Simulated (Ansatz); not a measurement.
GaBi:
Space group P-6m2 (No. 187); a = 4.3223 Å, b = 4.3223 Å, c = 3.5569 Å, α = 90.00°, β = 90.00°, γ = 120.00°

```tsv
atom	site	symmetry	x	y	z
Ga	1a	-6m2	0.0000	0.0000	0.0000
Bi	1f	-6m2	0.6667	0.3333	0.5000
```

This is the PBE-relaxed structure.

**Question.** All from the program Ansatz at the PBE level (PAW), unless another level is named. Give the formation energy from the elements (no fitted shifts).

**Answer.** 124 meV/atom.

**Question.** Predict the density of states at the Fermi level.

**Answer.** 0.54 states/eV per atom (mean over ±0.08 eV).

The cell is a constructed one: a structure type filled with these elements; neither database checked (COD, Materials Project) lists it. Its standing as an ambient phase is unchecked. The PBE relaxation kept the symmetry of its start; whether a distortion lowers the energy is not shown. Axis ratios of metals converge slowly with the k-mesh, so a and c are less sure than the volume. The references are the lowest solids computed at this level, not always the standard phases. Spin–orbit coupling is left out wherever it is not named.

Potentials: the later of the program's two PAW sets.
